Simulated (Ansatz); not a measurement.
Nb:
```cif
data_Nb2
_chemical_formula_sum 'Nb2'
_space_group_name_H-M_alt 'P63/mmc'
_space_group_IT_number 194
_space_group_name_Hall '-P 6c 2c'
_cell_length_a 2.85873
_cell_length_b 2.85873
_cell_length_c 5.24400
_cell_angle_alpha 90.000
_cell_angle_beta 90.000
_cell_angle_gamma 120.000
loop_
_atom_site_label
_atom_site_type_symbol
_atom_site_symmetry_multiplicity
_atom_site_Wyckoff_symbol
_atom_site_fract_x
_atom_site_fract_y
_atom_site_fract_z
_atom_site_occupancy
Nb1 Nb 2 c 0.33333 0.66667 0.25000 1
```

Relaxed at zero pressure with r²SCAN in the plane-wave PAW code Ansatz.

Question: The volume is lowered by 6 % and shape and atoms relax at that volume. What pressure results, and how do the axes share the change?

Answer: 11.5 GPa; a -1.9 %, b -1.9 %, c -2.3 %; the energy rises by 38 meV/atom.

Question: Give the new structure.

Answer: 
Space group P6₃/mmc (No. 194); a = b = 2.8041 Å, c = 5.1232 Å, α = β = 90.00°, γ = 120.00°

```csv
atom,site,symmetry,x,y,z
Nb,2c,-6m2,0.3333,0.6667,0.2500
```

The phase is kept; no other phase was compared at this pressure.

Space group P6_3/mmc (hcp (Mg type)). The start of the workflow was typed in or built on a structure type; the Crystallography Open Database copy checked does not list it. It is not the phase usual at ambient conditions (space group No. 229). The r²SCAN relaxation kept the symmetry of its start; its stability against distortions is not shown here. No spin polarisation was allowed. Axis ratios of metals converge slowly with the k-mesh, so a and c are less sure than the volume.

Potentials: the later of the program's two PAW sets.
